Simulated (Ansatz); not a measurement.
Si$_{2}$Mo:
```xyz
3
Lattice="-1.5872 1.5872 3.8890 1.5872 -1.5872 3.8890 1.5872 1.5872 -3.8890" Properties=species:S:1:pos:R:3 pbc="T T T"
Si     0.0000     0.0000     5.1707
Si     0.0000     0.0000     2.6073
Mo     0.0000     0.0000     0.0000
```

Relaxed with LDA.

Q: Decompose the optical modes at the zone centre into irreducible representations, and say which are infrared and Raman allowed.

A: Point group 4/mmm: Γ_opt = A1g + A2u + Eg + Eu. Infrared: A2u, Eu. Raman: A1g, Eg.

Q: Assign frequencies (DFPT, LDA in the plane-wave PAW code Ansatz).

A: Eu 280, A2u 321, Eg 333, A1g 439 cm⁻¹.

Space group I4/mmm (MoSi2 or CaC2 type). The LDA relaxation kept the symmetry of its start. The run is not spin-polarised. As this level gives no gap, phonon frequencies hold no LO–TO term and depend on the k-mesh and smearing (Fermi–Dirac, 0.1 eV here).

Potentials: the earlier of the program's two PAW sets. The files were generated under PBE; for other functionals the program regenerates the frozen cores, and for LDA and PBEsol the local potential too.
